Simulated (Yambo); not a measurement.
Yambo run on BP (wurtzite, space group P6_3mc, No. 186). The wavefunctions are norm-conserving PBEsol (Quantum ESPRESSO, 76 Ry, without SOC) ones on a 6×6×4 mesh (8 occupied bands); a = b = 3.1799 Å, c = 5.2741 Å, α = β = 90.00°, γ = 120.00°.

Yambo input:

```
rim_cut
HF_and_locXC
RandQpts= 1000000
RandGvec= 1 Ry
EXXRLvcs= 76 Ry
VXCRLvcs= 304 Ry
% QPkrange
 1 | 1 | 8 | 9 |
 3 | 3 | 8 | 9 |
 10 | 10 | 8 | 9 |
 12 | 12 | 8 | 9 |
 19 | 19 | 8 | 9 |
 21 | 21 | 8 | 9 |
%
```

k points by index: 1 = Γ, 3 = A, 10 = M, 12 = L, 19 = K, 21 = H.

The o-*.hf file then holds:

```
#    K-point    Band    Eo [eV]    Ehf [eV]    Vxc [eV]    Vnlxc [eV]
#
    1    8    0.000000    -1.652951    -13.34828    -15.00123
    1    9    2.689011    7.332244    -11.84236    -7.199132
    3    8    -1.311887    -3.485401    -13.05351    -15.22702
    3    9    3.659400    8.718104    -12.17552    -7.116813
    10    8    -2.098137    -4.669124    -12.97339    -15.54438
    10    9    1.047718    5.425462    -10.98926    -6.611520
    12    8    -3.382776    -6.367176    -12.72751    -15.71191
    12    9    2.066688    6.686178    -11.20664    -6.587154
    19    8    -4.902699    -8.439834    -12.12262    -15.65975
    19    9    0.833241    5.043176    -10.27189    -6.061956
    21    8    -2.895557    -5.710886    -12.83791    -15.65324
    21    9    3.083569    7.986385    -11.68484    -6.782021
```
Exchange alone, without screening.

Geometry relaxed with PBEsol.

This is not the ordinary phase of the substance; no match was found in the copy of COD used, and its stability was not checked.
